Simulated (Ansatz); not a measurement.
CaO:
```yaml
crystal:
  lattice:
    - [2.90317, 0.00000, 0.00000]
    - [0.00000, 2.90317, 0.00000]
    - [0.00000, 0.00000, 2.90317]
  atoms:
    - { symbol: Ca, position: [0.00000, 0.00000, 0.00000] }
    - { symbol: O, position: [0.50000, 0.50000, 0.50000] }
```

Relaxed with r²SCAN. Plane-wave PAW r²SCAN (Ansatz code) gives a gap of 3.27 eV.

Task: What gap does HSE06 give on the same cell (Ansatz, PAW)?

Result: 4.48 eV, 1.20 eV more. The hybrid was solved on a coarser mesh and at special points; its gap is the smallest among all of these.

| k | v1 r²SCAN | c1 r²SCAN | v1 HSE06 | c1 HSE06 |
|---|---|---|---|---|
| Γ | -0.31 | 3.27 | -0.35 | 4.48 |
| R | -3.45 | 8.62 | (withheld) | (withheld) |
| M | 0.00 | 4.47 | (withheld) | (withheld) |
| X | -0.79 | 4.27 | (withheld) | (withheld) |

Task: Top valence (v1) and lowest conduction level (c1) in eV from each method's valence maximum (which need not be a listed point): supply the withheld HSE06 values.

Result: 
- X, v1 HSE06: -0.83
- X, c1 HSE06: 5.63
- R, v1 HSE06: -3.67
- R, c1 HSE06: 10.09
- M, v1 HSE06: 0.00
- M, c1 HSE06: 5.64

Cost on shared cores: the r²SCAN run (SCF on a 10×10×10 mesh, then bands and DOS) about 9 core-seconds (a rough figure), the HSE06 run (SCF on 7×7×7, then a few points) very roughly 30 core-seconds; the tasks are unlike.

Space group Pm-3m (CsCl type). This is a known high-pressure phase of the composition, computed here at zero pressure and temperature. The cell was relaxed with r²SCAN under the symmetry of its start. At this level the phase is mechanically unstable.

Potentials: the earlier of the program's two PAW sets.
